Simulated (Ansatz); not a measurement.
AlP:
```cif
data_Al2P2
_chemical_formula_sum 'Al2 P2'
_space_group_name_H-M_alt 'P63mc'
_space_group_IT_number 186
_space_group_name_Hall 'P 6c -2c'
_cell_length_a 3.86133
_cell_length_b 3.86133
_cell_length_c 6.33898
_cell_angle_alpha 90.000
_cell_angle_beta 90.000
_cell_angle_gamma 120.000
loop_
_atom_site_label
_atom_site_type_symbol
_atom_site_symmetry_multiplicity
_atom_site_Wyckoff_symbol
_atom_site_fract_x
_atom_site_fract_y
_atom_site_fract_z
_atom_site_occupancy
Al1 Al 2 b 0.33333 0.66667 0.00008 1
P1 P 2 b 0.33333 0.66667 0.37492 1
```

Relaxed with PBEsol. PBEsol in the plane-wave PAW code Ansatz gives a gap of 1.82 eV.

Question: What gap does HSE06 give on the same cell (Ansatz, PAW)?

Answer: 2.66 eV, 0.84 eV more. The hybrid was solved on a coarser mesh and at special points; its gap is the smallest among all of these.

```tsv
k	v1 PBEsol	c1 PBEsol	v1 HSE06	c1 HSE06
Γ	0.00	2.33	[?]	[?]
A	-0.51	3.15	[?]	[?]
K	-2.47	2.09	[?]	[?]
H	-1.24	3.01	-1.36	3.93
M	-0.86	1.82	-0.94	2.66
L	-1.65	2.20	[?]	[?]
```

Question: Top valence (v1) and lowest conduction level (c1) in eV from each method's valence maximum (which need not be a listed point): supply the withheld HSE06 values.

Answer: 
- Γ, v1 HSE06: 0.00
- Γ, c1 HSE06: 3.24
- K, v1 HSE06: -2.67
- K, c1 HSE06: 2.93
- L, v1 HSE06: -1.79
- L, c1 HSE06: 3.06
- A, v1 HSE06: -0.57
- A, c1 HSE06: 4.11

Cost on shared cores: the PBEsol run (SCF on a 8×8×5 mesh, then bands and DOS) about 28 core-seconds (a rough figure), the HSE06 run (SCF on 6×6×4, then a few points) very roughly 2.9 core-minutes; the tasks are unlike.

Space group P6_3mc (wurtzite). The workflow started from a Materials Project entry (that database holds measured and hypothetical structures alike); the Crystallography Open Database copy checked does not list it. It is not the phase usual at ambient conditions (space group No. 216). The cell was relaxed with PBEsol under the symmetry of its start; whether a distortion lowers the energy is not shown.

Potentials: the later of the program's two PAW sets.
